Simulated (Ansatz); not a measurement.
# CoSn3: which magnetic state is lowest?

Theory: DFT r2SCAN, scalar-relativistic, plane waves, PAW in Ansatz 0.2.0.

```xyz
4
Lattice="4.4936 0.0000 0.0000 0.0000 4.4936 0.0000 0.0000 0.0000 4.4936" Properties=species:S:1:pos:R:3 pbc="T T T"
Sn    0.0000    2.2468    2.2468
Sn    2.2468    0.0000    2.2468
Sn    2.2468    2.2468    0.0000
Co    0.0000    0.0000    0.0000
```

The plane-wave cutoff is 500 eV, the Γ-centred k-mesh is 10×10×10 and the occupation rule is Gaussian smearing, 0.1 eV. The list of starting moments (μB, in atom order) is 0 0 0 2. The check for lower electronic states after the SCF is off.

All runs keep this geometry, which stands near equilibrium for the lowest state (largest force there 0.000 eV/Å, pressure -0.2 GPa) and needn't be a stable compound; relaxing each order would shift the differences by some 7 meV/atom, going by the pressures and a bulk modulus of about 150 GPa. A propagation vector, in units of the reciprocal vectors, doubles the cell, which takes an equally dense mesh. The large starts are 0 0 0 3.5 μB. The small starts are 0 0 0 0.5 μB. r2SCAN tends to overstate moments in metals. Site moments are spin moments in atom-centred spheres that scale with the neighbour distance. The states are those that the runs reached from these starts; a lower one can exist.

Task: Starts tried: no spin; ferromagnetic; large parallel starting moments; antiferromagnetic, doubled cell, propagation vector (0, 0, 1/2); antiferromagnetic, doubled cell, propagation vector (0, 1/2, 1/2); small parallel starting moments. Which state comes out lowest, and what are the moments?

Result: The lowest state is antiferromagnetic, reached from the start “antiferromagnetic, doubled cell, propagation vector (0, 0, 1/2)”, with site moments (μB) Co +2.07, Co -2.07.

```tsv
start	ends	energy above lowest (meV/atom)	site moments (μB)	gap on mesh (eV)	P (GPa)
no spin	non-magnetic	162	none over 0.05	metal	-3.8
ferromagnetic	ferromagnetic	16.3	Co +2.05	metal	0.0
large parallel starting moments	ferromagnetic	16.3	Co +2.05	metal	0.0
antiferromagnetic, doubled cell, propagation vector (0, 0, 1/2)	antiferromagnetic	0.00	Co +2.07, Co -2.07	metal	-0.2
antiferromagnetic, doubled cell, propagation vector (0, 1/2, 1/2)	antiferromagnetic	4.20	Co +2.11, Co -2.11	metal	0.1
small parallel starting moments	ferromagnetic	16.3	Co +2.05	metal	0.0
```

Cost: 6 runs of about 26 core-minutes in all, on Intel Xeon Processor @ 2.50GHz (Skylake/Cascade Lake) (shared hosts).